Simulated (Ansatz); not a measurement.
The relaxed structure here is a generated cell of Zn3P2: the first start was made by placing the elements on the sites of a structure type, and the end was not matched to a known phase here, so it may be hypothetical.

A relaxed structure of Zn$_{3}$P$_{2}$. Level of theory: r2SCAN (plane waves to 500 eV, PAW, scalar-relativistic; Ansatz, an electronic-structure program).

```cif
data_P2Zn3
_chemical_formula_sum 'Zn3 P2'
_space_group_name_H-M_alt 'P 1'
_space_group_IT_number 1
_cell_length_a 4.42765
_cell_length_b 4.42765
_cell_length_c 4.42765
_cell_angle_alpha 88.280
_cell_angle_beta 88.280
_cell_angle_gamma 88.280
loop_
_space_group_symop_operation_xyz
  'x, y, z'
loop_
_atom_site_label
_atom_site_type_symbol
_atom_site_fract_x
_atom_site_fract_y
_atom_site_fract_z
_atom_site_occupancy
Zn1 Zn 0.23456 0.76544 0.50000 1
Zn2 Zn 0.50000 0.23456 0.76544 1
Zn3 Zn 0.76544 0.50000 0.23456 1
P1 P 0.24590 0.24590 0.24590 1
P2 P 0.75410 0.75410 0.75410 1
```

**Question.** Determine the symmetry and give the standard cell with its independent sites.

**Answer.** Space group R32, hexagonal axes (No. 155); a = 6.1670 Å, b = 6.1670 Å, c = 7.8957 Å, α = 90.00°, β = 90.00°, γ = 120.00°

```tsv
atom	site	symmetry	x	y	z
Zn	9e	.2	0.2654	0.2654	0.5000
P	6c	3.	0.0000	0.0000	0.2459
```

This is the AFLOW prototype A3B2_hR5_155_e_c (D5_e, as in Ni3S2).

**Question.** Give the shortest distances between elements (the closest pairs, up to four, under 3.6 Å).

**Answer.** P–Zn 2.38 Å; Zn–Zn 2.73 Å.

```json
{
 "volume_per_atom": "17.34 Å³",
 "density": "4.95 g/cm³",
 "band_gap": "zero (metallic)"
}
```

No spin polarisation in the result.

The run could not lose the symmetry of its start: the end is stationary, and may be a saddle point rather than a minimum.
